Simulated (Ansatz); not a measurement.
Structure: KLaSe2 as one 8-atom ordering (I4_1/amd) on the rocksalt lattice, at its r2SCAN minimum. The symmetry is I4_1/amd (No. 141, tetragonal); conventional cell a = 6.237 Å, c = 12.941 Å, 31.46 Å³ an atom. K is surrounded by 6 Se at 3.13–3.49 Å; Se is surrounded by 3 La at 2.98–3.13 Å and 3 K at 3.13–3.49 Å; La is surrounded by 6 Se at 2.98–3.13 Å.

```
CELL_PARAMETERS angstrom
-3.11856 3.11856 6.47058
3.11856 -3.11856 6.47058
3.11856 3.11856 -6.47058
ATOMIC_POSITIONS crystal
K 0.75000 0.25000 0.50000
Se 0.48029 0.98029 0.50000
K 0.00000 0.00000 0.00000
Se 0.73029 0.73029 0.00000
La 0.25000 0.75000 0.50000
Se 0.01971 0.51971 0.50000
La 0.50000 0.50000 0.00000
Se 0.26971 0.26971 0.00000
```

4 runs of Ansatz on this cell differ in the functional (and in the settings that go with it). Levels are in eV from each run's valence top; v1 is the last filled band, c1 the first empty one.

Run A, mean stress -0.1 GPa (compression positive):
```
point     v2     v1    c1    c2
    Γ  -0.04   0.00  3.39  4.64
    X  -0.27  -0.27  5.30  5.30
    P  -0.38  -0.38  5.28  5.28
```

Run B, mean stress 0.0 GPa (compression positive):
```
point     v2     v1    c1    c2
    Γ  -0.06   0.00  2.35  3.22
    X  -0.20  -0.20  3.40  3.40
    P  -0.29  -0.29  3.41  3.41
```

Run C, mean stress -0.1 GPa (compression positive):
```
point     v2     v1    c1    c2
    Γ  -0.05   0.00  2.71  3.93
    X  -0.25  -0.25  4.58  4.58
    P  -0.36  -0.36  4.57  4.57
```

Run D, mean stress +0.4 GPa (compression positive):
```
point     v2     v1    c1    c2
    Γ  -0.06   0.00  2.00  2.77
    X  -0.20  -0.20  2.92  2.92
    P  -0.30  -0.30  2.92  2.92
```

Question: Match the runs to PBE, r2SCAN, HSE06, PBE0.

Answer: A is PBE0, B is r2SCAN, C is HSE06, D is PBE. In order of the gap: PBE 2.00, r2SCAN 2.35, HSE06 2.71, PBE0 3.39 eV.

These are computed values for a spin-unpolarised cell that may be hypothetical; none is a measurement.

Spin-orbit coupling is left out.

The stress of a hybrid is loosely converged in these runs.
